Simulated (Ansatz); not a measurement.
Question: La (diamond, Fd-3m) is relaxed with PBEsol in the plane-wave PAW code Ansatz. What lattice parameters of the conventional cell result?

Answer: a = 6.562 Å.

The start of the workflow was typed in or built on a structure type; neither database checked (COD, Materials Project) lists it. It is not the phase usual at ambient conditions (space group No. 194). Symmetry was held in the PBEsol relaxation. At this level the phase is mechanically unstable. The volume moved by -40 % from the start of the relaxation. Spin–orbit coupling is left out wherever it is not named.

Potentials: the earlier of the program's two PAW sets.
